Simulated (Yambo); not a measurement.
Optical response of CsScW2O8

```
CsScW2O8
1.0
    5.92725     0.00000     0.00000
   -2.96362     5.13315     0.00000
    0.00000     0.00000     8.10580
O Sc Cs W
8 1 1 2
Direct
  0.16421   0.83579   0.34343
  0.83579   0.16421   0.65657
  0.16421   0.32842   0.34343
  0.83579   0.67158   0.65657
  0.67158   0.83579   0.34343
  0.32842   0.16421   0.65657
  0.33333   0.66667   0.05411
  0.66667   0.33333   0.94589
  0.00000   0.00000   0.50000
  0.00000   0.00000   0.00000
  0.33333   0.66667   0.27365
  0.66667   0.33333   0.72635
```

Yambo, RPA with local fields on PBEsol bands; 3×3×2 mesh, 193 bands, 3 Ry local-field block, 0.2 eV broadening; field along x.

```json
[
 {"E (eV)": "0.0", "Im ε": "0.00", "Re ε": "3.03", "Im ε, independent particles": "0.00"},
 {"E (eV)": "0.4", "Im ε": "0.01", "Re ε": "3.04", "Im ε, independent particles": "0.01"},
 {"E (eV)": "0.8", "Im ε": "0.01", "Re ε": "3.05", "Im ε, independent particles": "0.02"},
 {"E (eV)": "1.1", "Im ε": "0.02", "Re ε": "3.08", "Im ε, independent particles": "0.03"},
 {"E (eV)": "1.5", "Im ε": "0.02", "Re ε": "3.12", "Im ε, independent particles": "0.04"},
 {"E (eV)": "1.9", "Im ε": "0.03", "Re ε": "3.17", "Im ε, independent particles": "0.05"},
 {"E (eV)": "2.2", "Im ε": "0.05", "Re ε": "3.25", "Im ε, independent particles": "0.07"},
 {"E (eV)": "2.6", "Im ε": "0.06", "Re ε": "3.34", "Im ε, independent particles": "0.10"},
 {"E (eV)": "3.0", "Im ε": "0.09", "Re ε": "3.48", "Im ε, independent particles": "0.14"},
 {"E (eV)": "3.4", "Im ε": "0.13", "Re ε": "3.67", "Im ε, independent particles": "0.22"},
 {"E (eV)": "3.8", "Im ε": "0.25", "Re ε": "3.98", "Im ε, independent particles": "0.41"},
 {"E (eV)": "4.1", "Im ε": "0.72", "Re ε": "4.36", "Im ε, independent particles": "1.22"},
 {"E (eV)": "4.5", "Im ε": "1.17", "Re ε": "4.39", "Im ε, independent particles": "2.11"},
 {"E (eV)": "4.9", "Im ε": "1.82", "Re ε": "4.51", "Im ε, independent particles": "3.74"},
 {"E (eV)": "5.2", "Im ε": "2.33", "Re ε": "4.09", "Im ε, independent particles": "4.81"},
 {"E (eV)": "5.6", "Im ε": "3.14", "Re ε": "2.96", "Im ε, independent particles": "3.98"},
 {"E (eV)": "6.0", "Im ε": "2.46", "Re ε": "2.53", "Im ε, independent particles": "3.23"},
 {"E (eV)": "6.4", "Im ε": "2.43", "Re ε": "2.19", "Im ε, independent particles": "2.67"},
 {"E (eV)": "6.8", "Im ε": "1.88", "Re ε": "2.11", "Im ε, independent particles": "2.18"},
 {"E (eV)": "7.1", "Im ε": "1.78", "Re ε": "2.20", "Im ε, independent particles": "2.21"},
 {"E (eV)": "7.5", "Im ε": "1.88", "Re ε": "2.25", "Im ε, independent particles": "2.26"},
 {"E (eV)": "7.9", "Im ε": "1.75", "Re ε": "2.27", "Im ε, independent particles": "2.22"},
 {"E (eV)": "8.2", "Im ε": "1.91", "Re ε": "2.44", "Im ε, independent particles": "2.60"},
 {"E (eV)": "8.6", "Im ε": "2.00", "Re ε": "2.38", "Im ε, independent particles": "2.63"},
 {"E (eV)": "9.0", "Im ε": "2.46", "Re ε": "2.60", "Im ε, independent particles": "3.48"},
 {"E (eV)": "9.4", "Im ε": "3.02", "Re ε": "2.14", "Im ε, independent particles": "3.78"},
 {"E (eV)": "9.8", "Im ε": "3.06", "Re ε": "1.18", "Im ε, independent particles": "3.19"},
 {"E (eV)": "10.1", "Im ε": "2.56", "Re ε": "0.83", "Im ε, independent particles": "2.76"},
 {"E (eV)": "10.5", "Im ε": "2.27", "Re ε": "0.77", "Im ε, independent particles": "2.22"},
 {"E (eV)": "10.9", "Im ε": "2.42", "Re ε": "0.74", "Im ε, independent particles": "1.84"},
 {"E (eV)": "11.2", "Im ε": "1.98", "Re ε": "-0.05", "Im ε, independent particles": "1.33"},
 {"E (eV)": "11.6", "Im ε": "1.29", "Re ε": "0.25", "Im ε, independent particles": "1.17"},
 {"E (eV)": "12.0", "Im ε": "1.23", "Re ε": "0.51", "Im ε, independent particles": "1.29"},
 {"E (eV)": "12.4", "Im ε": "1.22", "Re ε": "0.53", "Im ε, independent particles": "1.33"},
 {"E (eV)": "12.8", "Im ε": "1.06", "Re ε": "0.54", "Im ε, independent particles": "1.12"},
 {"E (eV)": "13.1", "Im ε": "1.03", "Re ε": "0.64", "Im ε, independent particles": "1.16"},
 {"E (eV)": "13.5", "Im ε": "0.91", "Re ε": "0.69", "Im ε, independent particles": "1.28"},
 {"E (eV)": "13.9", "Im ε": "0.94", "Re ε": "0.81", "Im ε, independent particles": "1.74"},
 {"E (eV)": "14.2", "Im ε": "0.90", "Re ε": "0.83", "Im ε, independent particles": "1.93"},
 {"E (eV)": "14.6", "Im ε": "0.85", "Re ε": "0.91", "Im ε, independent particles": "2.27"},
 {"E (eV)": "15.0", "Im ε": "0.92", "Re ε": "0.96", "Im ε, independent particles": "2.17"},
 {"E (eV)": "15.4", "Im ε": "0.98", "Re ε": "0.94", "Im ε, independent particles": "1.64"},
 {"E (eV)": "15.8", "Im ε": "0.97", "Re ε": "0.93", "Im ε, independent particles": "1.15"},
 {"E (eV)": "16.1", "Im ε": "0.98", "Re ε": "0.97", "Im ε, independent particles": "0.93"},
 {"E (eV)": "16.5", "Im ε": "1.02", "Re ε": "0.81", "Im ε, independent particles": "0.94"},
 {"E (eV)": "16.9", "Im ε": "1.05", "Re ε": "0.84", "Im ε, independent particles": "1.04"},
 {"E (eV)": "17.2", "Im ε": "1.06", "Re ε": "0.75", "Im ε, independent particles": "0.82"},
 {"E (eV)": "17.6", "Im ε": "0.99", "Re ε": "0.64", "Im ε, independent particles": "0.79"},
 {"E (eV)": "18.0", "Im ε": "0.91", "Re ε": "0.57", "Im ε, independent particles": "0.72"},
 {"E (eV)": "18.4", "Im ε": "0.80", "Re ε": "0.61", "Im ε, independent particles": "0.74"},
 {"E (eV)": "18.8", "Im ε": "0.72", "Re ε": "0.60", "Im ε, independent particles": "0.75"},
 {"E (eV)": "19.1", "Im ε": "0.66", "Re ε": "0.66", "Im ε, independent particles": "0.71"},
 {"E (eV)": "19.5", "Im ε": "0.61", "Re ε": "0.68", "Im ε, independent particles": "0.70"},
 {"E (eV)": "19.9", "Im ε": "0.60", "Re ε": "0.72", "Im ε, independent particles": "0.72"}
]
```

Peak heights and small wiggles depend on the k mesh. Convergence of the RPA response with its 3×3×2 mesh was not tested. No excitonic effects at this level.

Without spin-orbit coupling, band edges of such heavy elements can be off by tenths of an eV.

Geometry of the Materials Project entry, not relaxed at this level.

The structure is a Materials Project entry; no match was found in the copy of COD used, and its stability was not checked.
